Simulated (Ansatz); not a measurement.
# B₂Se, a disordered cell

```
B Se
1.0
     6.26245    0.99587    1.50911
     0.10290    5.78509    0.07179
    -0.82138    0.75374    4.92015
B Se
8 4
Direct
  0.21587 0.29772 0.24244
  0.15277 0.94607 0.50548
  0.54461 0.32606 0.99262
  0.27924 0.62816 0.84240
  0.19162 0.28696 0.72393
  0.05110 0.88545 0.08442
  0.38253 0.99363 0.01432
  0.83207 0.12055 0.77425
  0.42730 0.60523 0.35173
  0.86190 0.50074 0.43381
  0.71951 0.70665 0.90823
  0.63887 0.00448 0.40111
```

Single point in Ansatz 0.2.0 with m-r2SCAN, no spin polarisation. Cutoff 500 eV, PAW datasets, 3×3×4 (shifted by 0.5, 0, 0 steps) k mesh, fermi-dirac filling (width 0.1 eV).

Problem. Is the cell too large or too small?

Solution. The pressure is -18.0 GPa (compression positive), so with the atoms held at these fractions the cell would first shrink; the forces are large, so a full relaxation may end otherwise. The principal stresses -24.7, -16.0, -13.4 GPa differ, so its shape would change too.

Problem. Is it stable against the elements?

Solution. 2.08 eV an atom against the elements' usual phases (free molecules for gases, crystals otherwise, with no correction for O₂ or N₂), so at this geometry it isn't bound against them. Relaxing would lower it.

Problem. Which atom feels the largest force, and which way?

Solution. The largest is on Se10: 2.48 eV/Å, components (1.91, -1.07, 1.14). It makes 38° with the line to a nearest neighbour, B1 at 2.58 Å, pointing towards it.

Problem. Is there a gap?

Solution. It is a metal, with about 5.5 states/eV a cell as the mean within 0.25 eV of the Fermi level, mostly Se p (45 %), B p (39 %) and B s (14 %).

Origin: a disordered cell, so it need not be a known compound. Caveats: many states at the Fermi level without spin polarisation, so a magnetic state may lie lower; the k mesh is coarse if the cell is a metal; atoms or cell far from equilibrium; m-r2SCAN is r2SCAN with a changed spin dependence that lowers moments.

Cost: 62 s on 2 threads of Arm Neoverse N1 (shared host), peak memory 0.94 GiB (start from a saved density). The time holds forces, stress, DOS, ELF.
